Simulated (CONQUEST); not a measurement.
Worked example: self-consistent single point of Si (P6_3/mmc, 8 atoms in the cell; from Materials Project mp-165, changed as shown) in CONQUEST.

Method: CONQUEST with LDA (PW92), numerical atomic orbitals double-zeta with polarisation (the shipped basis), PseudoDojo norm-conserving potentials made for LDA.

The change in words: lattice scaled by 1.02. Reference geometry (P6_3/mmc):
```xyz
8
Lattice="3.8313 0.0000 0.0000 0.0000 6.6360 0.0000 0.0000 0.0000 6.3326" Properties=species:S:1:pos:R:3 pbc="T T T"
Si     0.0000     2.2120     0.3990
Si     1.9157     1.1060     5.9336
Si     1.9157     1.1060     3.5653
Si     0.0000     2.2120     2.7673
Si     1.9157     5.5300     0.3990
Si     0.0000     4.4240     5.9336
Si     0.0000     4.4240     3.5653
Si     1.9157     5.5300     2.7673
```

Reference input (self-consistent single point, DFT, LDA (PW92), numerical atomic orbitals double-zeta with polarisation (the shipped basis), PseudoDojo norm-conserving potentials made for LDA): basis = DZP; Diag.MPMeshX, Y, Z = 6 4 4; potentials = PseudoDojo norm-conserving LDA; Grid.GridCutoff = 70 Ha; DM.SolutionMethod = diagon; Diag.kT = 0.000735 Ha; Diag.GammaCentred = true; minE.SCTolerance = 1.0e-07; SC.MaxIters = 100; SC.LinearMixingFactor = 0.5; AtomMove.TypeOfRun = static. This run's input differs from it in these lines:

```diff
@@ -28,5 +28,5 @@
 # file: input.coords
-     3.831320000      0.000000000      0.000000000
-     0.000000000      6.636041000      0.000000000
-     0.000000000      0.000000000      6.332620000
+     3.907946000      0.000000000      0.000000000
+     0.000000000      6.768762000      0.000000000
+     0.000000000      0.000000000      6.459272000
 8
```

Log, with long lists cut:

```
    new_SC_potl: Starting.  Tolerance:  0.10000E-06

    PulayMixSC: Starting Pulay mixing, A_up =  0.500 A_dn =  0.500
    PulayMixSC: Spin non-polarised calculation.
          Harris-Foulkes Energy            :       -34.078684569234106 Ha
          (TS=0 as O(N) or entropic contribution is negligible)
          DFT Total Energy                 :       -34.049344671653138 Ha
          Total number of electrons        :        32.000000000000590
    PulayMixSC: Pulay iteration     1 residual:              0.40842E-02
          Harris-Foulkes Energy            :       -34.058952606909870 Ha
   [... lines left out ...]
          (TS=0 as O(N) or entropic contribution is negligible)
          DFT Total Energy                 :       -34.055601337658700 Ha
          Total number of electrons        :        32.000085863658967
    PulayMixSC: Pulay iteration     6 residual:              0.99925E-06
          Harris-Foulkes Energy            :       -34.055601338650078 Ha
          (TS=0 as O(N) or entropic contribution is negligible)
          DFT Total Energy                 :       -34.055601338649055 Ha
          Total number of electrons        :        32.000085882140496
    PulayMixSC: Pulay iteration     7 residual:              0.24010E-07
    PulayMixSC: Reached SCF tolerance of  0.24010E-07 after      7 iterations
      | Number of electrons      =        32.000086
      |* band energy as 2Tr[K.H] =       -12.380406711404845 Ha
      |  screened ion-ion energy =       -21.713403710961032 Ha
      |  Ha correction           =        -0.465864402501957 Ha
      |  XC correction           =         0.504073463549394 Ha
      |* Harris-Foulkes energy   =       -34.055601338650078 Ha
      |* DFT total energy        =       -34.055601338649055 Ha
      |  estimated accuracy      =        -0.000000000001023 Ha

    force: Forces on atoms (Ha/A )
    force:  Atom   X              Y              Z
    force:     1  -0.0000001954  -0.0000201961  -0.0008648880
    force:     2  -0.0000001954   0.0000201961   0.0008648880
   [... lines left out ...]
    force:     8  -0.0000001954  -0.0000201961   0.0008648880

    force: Maximum force :        0.00086489(Ha/A ) on atom         5 in z direction
    force: Force Residual:        0.00086512 Ha/A
    force: Total stress:          5.63913691     5.83950671     5.86679547 GPa
    force: Average pressure:     -5.78181303 GPa

    force: Finished force
    get_E_and_F: Change in energy during last step of electronic optimisation:  0.28267E-08
```

The run converged in 7 iterations. CONQUEST prints the stress tensor with tension positive. Against the reference run the free energy goes up by 26.8 meV/atom, the pressure goes from -0.97 to -5.78 GPa and the gap on the mesh goes from 0.319 to 0.431 eV.

The program uses no crystal symmetry, so grid and mesh can part values that symmetry would make equal. The atom-centred basis is finite, which shifts total energies, pressures and gaps against plane waves. The structure comes from a collection of computed structures, made at another level of theory; the collection holds predicted forms beside known ones.

Cost on one core: around 50 core-seconds (rough).
